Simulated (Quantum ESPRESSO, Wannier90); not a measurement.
# Tight-binding from DFT: VIr₃ (Cu3Au type)

```
begin unit_cell_cart
ang
    3.8168200000    0.0000000000    0.0000000000
    0.0000000000    3.8168200000    0.0000000000
    0.0000000000    0.0000000000    3.8168200000
end unit_cell_cart
begin atoms_frac
V    0.0000000000  0.0000000000  0.0000000000
Ir   0.5000000000  0.5000000000  0.0000000000
Ir   0.0000000000  0.5000000000  0.5000000000
Ir   0.5000000000  0.0000000000  0.5000000000
end atoms_frac
```

Structure: Materials Project mp-1082, symmetrised, not relaxed again. COD (Crystallography Open Database) has an entry of this formula and space group (matched by these alone). Method: PBEsol plane waves in Quantum ESPRESSO 7.5 (PseudoDojo norm-conserving files, 68 Ry, no spin polarisation, no spin-orbit coupling), Bloch states on a 4×4×4 mesh through Γ, Wannier90 4.0.1. Density: 12×12×12 mesh, cold smearing 0.01 Ry. A non-magnetic state is assumed; magnetic ones were not tried. Spin-orbit coupling is left out although heavy elements are present.

A tight-binding model is made by disentanglement and projection with no localisation steps (num_iter = 0), so the 36 orbitals stay atom-like: hydrogen-like V: s;p;d; Ir: s;p;d, axes along x, y, z; frozen window up to 1.50 eV relative to the Fermi level. It follows pw.x to 33 meV rms for states up to 1.0 eV relative to the Fermi level. Matrix elements depend on this choice of orbitals and windows.

What are the on-site energies relative to the Fermi level, and how fast do the hoppings decay?


```
atom                orbitals  energy (eV)
----  ----------------------  -----------
V1                         s         9.08
V1                     pz py        13.90
V1                        px        13.88
V1    dz2 dxz dyz dx2-y2 dxy        -0.14
Ir2                        s         5.29
Ir2                       pz        13.49
Ir2                    px py        13.19
Ir2           dz2 dx2-y2 dxy        -2.08
Ir2                  dxz dyz        -2.13
Ir3                        s         5.29
Ir3                    pz py        13.18
Ir3                       px        13.50
Ir3           dz2 dyz dx2-y2        -2.08
Ir3                  dxz dxy        -2.13
Ir4                        s         5.29
Ir4                    pz px        13.18
Ir4                       py        13.49
Ir4           dz2 dxz dx2-y2        -2.08
Ir4                  dyz dxy        -2.13
```

| distance of the centres (Å) | largest modulus (eV) |
|---|---|
| 2–3 | 2.0 |
| 3–4 | 0.20 |
| 4–5 | 0.23 |
| 5–6 | 0.24 |
| 6–7 | 0.14 |
